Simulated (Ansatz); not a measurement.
## Computed properties of SnMo₂C

SnMo2C:
```xyz
8
Lattice="3.1581 0.0000 0.0000 -1.5790 2.7350 0.0000 0.0000 0.0000 13.3725" Properties=species:S:1:pos:R:3 pbc="T T T"
Sn     0.0000     1.8233    10.0294
Sn     1.5790     0.9117     3.3431
Mo     0.0000     1.8233     1.0840
Mo     1.5790     0.9117     7.7702
Mo     1.5790     0.9117    12.2885
Mo     0.0000     1.8233     5.6023
C      0.0000     0.0000     0.0000
C      0.0000     0.0000     6.6863
```

Space group P6_3/mmc (No. 194); conventional cell a = b = 3.158 Å, c = 13.373 Å, α = β = 90.00°, γ = 120.00°.

Method: plane-wave PAW PBEsol (Ansatz code). Structure relaxed to zero pressure with the same functional. Other levels are named where they apply.

**Cell and energy**

```
Item                                                            Value
-----------------------------------------------------  --------------
Volume per atom                                              14.44 Å³
Density                                                    9.28 g/cm³
Formation energy from the elements (no fitted shifts)  -0.062 eV/atom
```

**Electronic structure**

```
Quantity                                                                     Value
------------------------------------  --------------------------------------------
Electronic character                                             metallic (no gap)
Density of states at the Fermi level  0.65 states/eV per atom (mean over ±0.08 eV)
Gap with spin–orbit coupling                                       none (metallic)
```

**Mechanics**

```
Quantity                                                                                       Value
--------------------------------------------  ------------------------------------------------------
Bulk modulus (Birch–Murnaghan fit)                                                           200 GPa
Pressure derivative B′                                                                           5.0
Elastic constants (relaxed ions, GPa)         C11 = 286, C12 = 158, C13 = 147, C33 = 329, C44 = 54.0
Mechanical stability                                          stable (all eigenvalues of C positive)
Hill bulk and shear moduli                                                          200 and 63.5 GPa
Young's modulus                                                                              172 GPa
Poisson's ratio                                                                                 0.36
Debye temperature from the elastic constants                                                   360 K
```

The start of the workflow was typed in or built on a structure type; neither database checked (COD, Materials Project) lists it. Whether it is the stable phase at ambient conditions was not checked. Symmetry was held in the PBEsol relaxation; whether a distortion lowers the energy is not shown. The run is not spin-polarised. As this level gives no gap, shear constants depend on the k-mesh and smearing (Fermi–Dirac, 0.1 eV here). The references are the lowest solids computed at this level, not always the standard phases. Spin–orbit coupling is left out wherever it is not named.

Potentials: the earlier of the program's two PAW sets. The files were generated under PBE; for other functionals the program regenerates the frozen cores, and for LDA and PBEsol the local potential too.
